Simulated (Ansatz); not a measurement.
**GaRh$_{3}$C: sound and stiffness along [100], [110] and [111]**

Method: DFT PBEsol, scalar-relativistic, plane waves, PAW (Ansatz 0.2.0). Settings: 420 eV plane-wave cutoff, Γ-centred 10×10×10 mesh, Fermi-Dirac smearing of 0.15 eV. No spin polarisation.

Relaxed structure:
```
Ga Rh C
1.0
     3.99477    0.00000    0.00000
     0.00000    3.99477    0.00000
     0.00000    0.00000    3.99477
Ga Rh C
1 3 1
Direct
  0.00000 0.00000 0.00000
  0.00000 0.50000 0.50000
  0.50000 0.00000 0.50000
  0.50000 0.50000 0.00000
  0.50000 0.50000 0.50000
```

The cell was built by swapping an element in a database structure (itself possibly hypothetical) and relaxing; it need not be the stable form of this composition. In a metal, frequencies and elastic constants depend on the k mesh and the smearing, soft modes and shear constants most.

With ions relaxed, on the cubic axes: C11 = 407.8, C12 = 166.2, C44 = 64.4 GPa. The density is 10.170 g/cm³.

Question: Is the crystal stable against strain, and how anisotropic is it?

Answer: Born's conditions hold: C11 + 2C12 = 740.2, C11 − C12 = 241.6 and C44 = 64.4 GPa are all positive. B = (C11 + 2C12)/3 = 246.7 GPa. The two shear moduli are C44 and C′ = (C11 − C12)/2 = 120.8 GPa, so Zener's ratio is A = C44/C′ = 0.53: the shear C44 is the soft one, as in NaCl, KCl, the halide perovskites and the bcc metals V, Nb, Cr and Mo. The Cauchy pressure C12 − C44 is 101.8 GPa; it would vanish for pair forces between atoms on inversion centres at zero pressure, and a positive value is usual with metallic or many-body binding, and where atoms off inversion centres relax under shear, which lowers C44.

Question: Give the sound speeds along the three symmetry directions.

Answer: The Christoffel equation gives ρv² for each branch:
```
direction branch                    ρv²    GPa v (m/s)
    [100]              L                    C11  407.8     6332
    [100]         T (×2) C44   64.4     2517
    [110]              L   (C11 + C12 + 2C44)/2  351.4     5878
    [110]   T, u ∥ [001]                    C44   64.4     2517
    [110]  T, u ∥ [1-10]          (C11 − C12)/2  120.8     3447
    [111]              L  (C11 + 2C12 + 4C44)/3  332.6     5719
    [111]         T (×2) (C11 − C12 + C44)/3  102.0     3167
```

Question: How does Young's modulus depend on direction?

Answer: Inverting gives S11 = 3.209, S12 = -0.929, S44 = 15.523 TPa⁻¹. Along a unit vector (l, m, n), 1/E = S11 − 2(S11 − S12 − S44/2)(l²m² + m²n² + n²l²), where the last bracket is 0, 1/4 and 1/3 for [100], [110] and [111]: E = 312, 199 and 178 GPa. With A < 1 the cube edge is stiffest. For a film on (001), the biaxial modulus is C11 + C12 − 2C12²/C11 = 439 GPa and the normal strain is −2C12/C11 = -0.82 times the in-plane one.